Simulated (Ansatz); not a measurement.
TiO2:
```yaml
crystal:
  lattice:
    - [-1.86980, 1.86980, 4.73008]
    - [1.86980, -1.86980, 4.73008]
    - [1.86980, 1.86980, -4.73008]
  atoms:
    - { symbol: Ti, position: [0.00000, 0.00000, 0.00000] }
    - { symbol: Ti, position: [0.75000, 0.25000, 0.50000] }
    - { symbol: O, position: [0.95792, 0.45792, 0.50000] }
    - { symbol: O, position: [0.20792, 0.20792, 0.00000] }
    - { symbol: O, position: [0.79208, 0.79208, 0.00000] }
    - { symbol: O, position: [0.54208, 0.04208, 0.50000] }
```

Relaxed with LDA. Special points in fractions of this cell's reciprocal vectors: Γ (0.000, 0.000, 0.000); X (0.000, 0.000, 0.500); P (0.250, 0.250, 0.250); N (0.000, 0.500, 0.000); M (0.500, 0.500, -0.500); S (0.289, 0.711, -0.289); S0 (-0.289, 0.289, 0.289); R (-0.078, 0.078, 0.500); G (0.500, 0.500, -0.078).

List the band energies nearest the valence-band maximum at these points for plane-wave PAW LDA (Ansatz code).

In eV from the valence-band maximum; about four levels below and three above (degenerate sets whole), none deeper than 8.9 eV; points with the same levels are listed once.

```json
[
 {"k": "Γ", "below": "-0.77 -0.77 -0.51 -0.51", "above": "2.09 2.89 4.12 4.12"},
 {"k": "X", "below": "-2.18 -2.18 -0.05 -0.05", "above": "3.42 3.42 3.94 3.94"},
 {"k": "P", "below": "-1.67 -1.67 -0.27 -0.27", "above": "3.68 3.68 3.69 3.69"},
 {"k": "N", "below": "-2.05 -1.04 -0.82 -0.66", "above": "3.30 3.65 3.66"},
 {"k": "M", "below": "-1.29 -1.29 -0.12 -0.12", "above": "2.47 2.47 3.88 3.88"},
 {"k": "S", "below": "-1.25 -0.97 -0.97 -0.80", "above": "3.28 3.57 3.68"},
 {"k": "R", "below": "-2.01 -2.01 -0.09 -0.09", "above": "3.38 3.38 3.88 3.88"}
]
```

Space group I4_1/amd (anatase). The LDA relaxation kept the symmetry of its start; of distortions, only those at the zone centre were tested. The run is not spin-polarised.

Potentials: the earlier of the program's two PAW sets.
